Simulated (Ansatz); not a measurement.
Here is the system:

PbS:
```xyz
4
Lattice="4.0930 0.0000 0.0000 -2.0465 3.5447 0.0000 0.0000 0.0000 7.5404" Properties=species:S:1:pos:R:3 pbc="T T T"
Pb     0.0000     0.0000     7.4349
Pb     0.0000     0.0000     3.6647
S      0.0000     2.3631     1.4567
S      2.0465     1.1816     5.2269
```

This is the r²SCAN+D4-relaxed structure. Tensor components refer to the Cartesian frame of this cell.

**Question.** All from the program Ansatz at the r²SCAN+D4 level (PAW), unless another level is named. Estimate the gap with spin–orbit coupling.

**Answer.** 0.41 eV.

**Question.** What about the formation energy from the elements (no fitted shifts)?

**Answer.** -0.62 eV/atom.

**Question.** Predict the valence-band maximum.

**Answer.** off the standard path, at k = (-0.052, 0.008, 0.000).

**Question.** What about the weight of the conduction-edge state by species (Voronoi cells)?

**Answer.** Pb 65 %, S 35 %.

Space group P6_3mc. The workflow started from a Materials Project entry (that database holds measured and hypothetical structures alike); the Crystallography Open Database copy checked does not list it. It is not the phase usual at ambient conditions (space group No. 225). Symmetry was held in the r²SCAN+D4 relaxation; of distortions, only those at the zone centre were tested. The references are the lowest solids computed at this level, not always the standard phases. Scalar-relativistic: spin–orbit coupling is off unless named, which matters more the heavier the elements.

Potentials: the later of the program's two PAW sets.
